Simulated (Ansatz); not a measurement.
# Cs2KVTe6: relaxation (Ansatz)

Run with:

```bash
ansatz run input.yaml --threads 2 --pin off --max-ram 2560MiB --backend cpu --events-out ev --progress --plain --runs-dir out
```

input.yaml:

```yaml
crystal:
  lattice:
    - [0.0, 5.333677, 5.333677]
    - [5.333677, 0.0, 5.333677]
    - [5.333677, 5.333677, 0.0]
  atoms:
    - { symbol: Cs, position: [0.25, 0.25, 0.25] }
    - { symbol: Cs, position: [0.75, 0.75, 0.75] }
    - { symbol: K, position: [0.5, 0.5, 0.5] }
    - { symbol: Te, position: [0.78, 0.22, 0.22] }
    - { symbol: Te, position: [0.22, 0.78, 0.22] }
    - { symbol: Te, position: [0.22, 0.78, 0.78] }
    - { symbol: Te, position: [0.78, 0.22, 0.78] }
    - { symbol: Te, position: [0.22, 0.22, 0.78] }
    - { symbol: Te, position: [0.78, 0.78, 0.22] }
    - { symbol: V, position: [0.0, 0.0, 0.0] }
  symmetry: { tolerance: 0.0003 }
kpoints:
  mp_grid: { grid: [6, 6, 6], shift: [0, 0, 0] }
magnetization:
  spin_polarized: false
scf:
  occupations: { method: fermi_dirac, width: 0.0309 }
  lower_state_search: "off"
hamiltonian:
  pseudopotentials: { kind: paw }
  xc: r2scan
basis:
  ecutwfc: 500
  fft_grid_basis: typed
relax:
  max_steps: 40
  cell: { p_target: 0.0 }
output:
  forces: true
  stress: true
  eigenvalues: true
  bader: true
  populations: true
  elf: true
  write_potential: true
  volumetric_format: npy
  dos:
    e_range: [-12, 8]
    de: 0.05
    projected: { site_lists: { Cs: [Cs], K: [K], Te: [Te], V: [V] } }
checkpoint:
  read: saved_state
```

Origin of the cell: a known structure type with other elements, at an estimated volume, so it need not be a known compound.

The saved state is a converged single point of the same cell.

Steps («new basis» is an SCF on plane waves selected anew at the same cell):

```tsv
step	ΔF (meV/atom)	max force component (eV/Å)	P (GPa)	volume (Å³)	SCF iterations	step was
1	0.0	4.122	16.64	303.47	8	accepted
2	-384.6	0.780	3.02	349.99	12	accepted
3	-458.3	0.170	0.65	393.26	8	accepted
4	-464.1	0.047	0.26	406.91	9	accepted
5	-464.9	0.042	-0.17	420.08	10	accepted
6	-465.0	0.017	0.02	416.83	8	accepted
7	-465.1	0.000	0.00	416.65	7	accepted
8	-466.9	0.000	0.01	416.65	8	new basis
```

Step 1, with forces in eV/Å:

```xyz
10
Lattice="0.000 5.334 5.334 5.334 0.000 5.334 5.334 5.334 0.000" Properties=species:S:1:pos:R:3:forces:R:3 pbc="T T T" step=1
Cs    2.667    2.667    2.667    0.000    0.000    0.000
Cs    8.001    8.001    8.001    0.000    0.000    0.000
K     5.334    5.334    5.334    0.000    0.000    0.000
Te    2.347    5.334    5.334    4.122    0.000    0.000
Te    5.334    2.347    5.334    0.000    4.122    0.000
Te    8.321    5.334    5.334   -4.122    0.000    0.000
Te    5.334    8.321    5.334    0.000   -4.122    0.000
Te    5.334    5.334    2.347    0.000    0.000    4.122
Te    5.334    5.334    8.321    0.000    0.000   -4.122
V     0.000    0.000    0.000    0.000    0.000    0.000
```

Step 2, with forces in eV/Å:

```xyz
10
Lattice="0.000 5.593 5.593 5.593 0.000 5.593 5.593 5.593 0.000" Properties=species:S:1:pos:R:3:forces:R:3 pbc="T T T" step=2
Cs    2.797    2.797    2.797    0.000    0.000    0.000
Cs    8.390    8.390    8.390    0.000    0.000    0.000
K     5.593    5.593    5.593    0.000    0.000    0.000
Te    2.640    5.593    5.593   -0.780    0.000    0.000
Te    5.593    2.640    5.593    0.000   -0.780    0.000
Te    8.547    5.593    5.593    0.780    0.000    0.000
Te    5.593    8.547    5.593    0.000    0.780    0.000
Te    5.593    5.593    2.640    0.000    0.000   -0.780
Te    5.593    5.593    8.547    0.000    0.000    0.780
V     0.000    0.000    0.000    0.000    0.000    0.000
```

Step 3, with forces in eV/Å:

```xyz
10
Lattice="0.000 5.815 5.815 5.815 0.000 5.815 5.815 5.815 0.000" Properties=species:S:1:pos:R:3:forces:R:3 pbc="T T T" step=3
Cs    2.907    2.907    2.907    0.000    0.000    0.000
Cs    8.722    8.722    8.722    0.000    0.000    0.000
K     5.815    5.815    5.815    0.000    0.000    0.000
Te    2.632    5.815    5.815   -0.170    0.000    0.000
Te    5.815    2.632    5.815    0.000   -0.170    0.000
Te    8.998    5.815    5.815    0.170    0.000    0.000
Te    5.815    8.998    5.815    0.000    0.170    0.000
Te    5.815    5.815    2.632    0.000    0.000   -0.170
Te    5.815    5.815    8.998    0.000    0.000    0.170
V     0.000    0.000    0.000    0.000    0.000    0.000
```

Step 4, with forces in eV/Å:

```xyz
10
Lattice="0.000 5.881 5.881 5.881 0.000 5.881 5.881 5.881 0.000" Properties=species:S:1:pos:R:3:forces:R:3 pbc="T T T" step=4
Cs    2.941    2.941    2.941    0.000    0.000    0.000
Cs    8.822    8.822    8.822    0.000    0.000    0.000
K     5.881    5.881    5.881    0.000    0.000    0.000
Te    2.628    5.881    5.881   -0.047    0.000    0.000
Te    5.881    2.628    5.881    0.000   -0.047    0.000
Te    9.135    5.881    5.881    0.047    0.000    0.000
Te    5.881    9.135    5.881    0.000    0.047    0.000
Te    5.881    5.881    2.628    0.000    0.000   -0.047
Te    5.881    5.881    9.135    0.000    0.000    0.047
V     0.000    0.000    0.000    0.000    0.000    0.000
```

Step 5, with forces in eV/Å:

```xyz
10
Lattice="0.000 5.944 5.944 5.944 0.000 5.944 5.944 5.944 0.000" Properties=species:S:1:pos:R:3:forces:R:3 pbc="T T T" step=5
Cs    2.972    2.972    2.972    0.000    0.000    0.000
Cs    8.916    8.916    8.916    0.000    0.000    0.000
K     5.944    5.944    5.944    0.000    0.000    0.000
Te    2.633    5.944    5.944   -0.042    0.000    0.000
Te    5.944    2.633    5.944    0.000   -0.042    0.000
Te    9.255    5.944    5.944    0.042    0.000    0.000
Te    5.944    9.255    5.944    0.000    0.042    0.000
Te    5.944    5.944    2.633    0.000    0.000   -0.042
Te    5.944    5.944    9.255    0.000    0.000    0.042
V     0.000    0.000    0.000    0.000    0.000    0.000
```

Step 6, with forces in eV/Å:

```xyz
10
Lattice="0.000 5.929 5.929 5.929 0.000 5.929 5.929 5.929 0.000" Properties=species:S:1:pos:R:3:forces:R:3 pbc="T T T" step=6
Cs    2.964    2.964    2.964    0.000    0.000    0.000
Cs    8.893    8.893    8.893    0.000    0.000    0.000
K     5.929    5.929    5.929    0.000    0.000    0.000
Te    2.626    5.929    5.929    0.017    0.000    0.000
Te    5.929    2.626    5.929    0.000    0.017    0.000
Te    9.231    5.929    5.929   -0.017    0.000    0.000
Te    5.929    9.231    5.929    0.000   -0.017    0.000
Te    5.929    5.929    2.626    0.000    0.000    0.017
Te    5.929    5.929    9.231    0.000    0.000   -0.017
V     0.000    0.000    0.000    0.000    0.000    0.000
```

Step 8, with forces in eV/Å:

```xyz
10
Lattice="0.000 5.928 5.928 5.928 0.000 5.928 5.928 5.928 0.000" Properties=species:S:1:pos:R:3:forces:R:3 pbc="T T T" step=8
Cs    2.964    2.964    2.964    0.000    0.000    0.000
Cs    8.892    8.892    8.892    0.000    0.000    0.000
K     5.928    5.928    5.928    0.000    0.000    0.000
Te    2.628    5.928    5.928    0.000    0.000    0.000
Te    5.928    2.628    5.928    0.000    0.000    0.000
Te    9.228    5.928    5.928    0.000    0.000    0.000
Te    5.928    9.228    5.928    0.000    0.000    0.000
Te    5.928    5.928    2.628    0.000    0.000    0.000
Te    5.928    5.928    9.228    0.000    0.000    0.000
V     0.000    0.000    0.000    0.000    0.000    0.000
```

| Quantity | Value |
| --- | --- |
| Free energy lowered by | 466.9 meV/atom |
| Volume change | 37.30 % |
| Final pressure | 0.01 GPa |
| Relaxation steps listed | 8 |

Caveats: no spin polarisation, so a magnetic state may lie lower; no spin-orbit coupling, though heavy elements are present; the relaxation held the start's symmetry, so the end may be a saddle point.

Time: 4.9 min on 2 threads of Arm Neoverse V2 (shared host), peak memory 2.1 GiB, from a saved density.
